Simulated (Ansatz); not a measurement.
BeAg (CsCl type, space group No. 221), DFT-PBEsol in the program Ansatz with PAW potentials, all energies at zero smearing, with the estimated change up to a 700 eV cutoff added, with one set of potentials and settings (totals compare only within such a set). Cell of 2 atoms (1 Be, 1 Ag): -7612.418 eV.

| element | reference phase | E (eV/atom) |
|---|---|---|
| Be | P6_3/mmc, 2 atoms in the cell | -90.3483 |
| Ag | P6_3/mmc, 4 atoms in the cell | -7522.2452 |

Formation energy per atom, worked out: (-7612.418 − 1×(-90.3483) − 1×(-7522.2452))/2 = 0.088 eV/atom (8 kJ per mol of atoms), at 0 K, without zero-point energy or fitted corrections.

Space group Pm-3m (CsCl type). The start of the workflow was typed in or built on a structure type; neither database checked (COD, Materials Project) lists it. Whether it is the stable phase at ambient conditions was not checked. The PBEsol relaxation kept the symmetry of its start; its stability against distortions is not shown here. No spin polarisation was allowed. The references are the lowest solids computed at this level, not always the standard phases.

Potentials: the later of the program's two PAW sets.
